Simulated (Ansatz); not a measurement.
O, DFT, PBEsol, PAW with Ansatz's default frozen-core files, scalar-relativistic (Ansatz 0.2.0), run on 1 thread of Intel(R) Xeon(R) Platinum 8488C (Sapphire Rapids) on a shared host.

The geometry is COD entry 2106431, unchecked; take it as a test cell. The listed cell was then made from it by scaling, straining or moving an atom.

Command: `ansatz run input.yaml --threads 1 --pin off --max-ram 3072MiB --backend cpu --events-out ev --progress --plain --runs-dir out`

```yaml
crystal:
  lattice:
    - [1.4185886219, 0.8190225227, 3.3969009182]
    - [-1.4185886219, 0.8190225227, 3.3969009182]
    - [0.0, -1.6380450454, 3.3969009182]
  atoms:
    - { symbol: O, position: [0.0577, 0.0577, 0.0577] }
    - { symbol: O, position: [0.9423, 0.9423, 0.9423] }
kpoints:
  mp_grid: { grid: [10, 10, 10] }
scf:
  occupations: { method: fermi_dirac, width: 0.02 }
hamiltonian:
  xc: pbesol
  pseudopotentials: { kind: paw }
output:
  forces: true
  stress: true
  eigenvalues: true
  efg: { contact_densities: true }
```

**Question.** How large is the problem that the program sets up?

**Answer.** 116 irreducible k-points, 479 plane waves at Γ, 10 bands.

**Question.** About how long does it take, and how much memory does it use?

**Answer.** 3.2 s of wall time for 6 SCF iterations, with a peak of 0.36 GiB. Times on shared machines scatter by tens of per cent.

**Question.** And the same cell and mesh by all-electron PAW (datasets made for this crystal), asked for forces, stress, eigenvalues, efg, on the same hardware?

**Answer.** 21 s, peak memory 0.67 GiB.
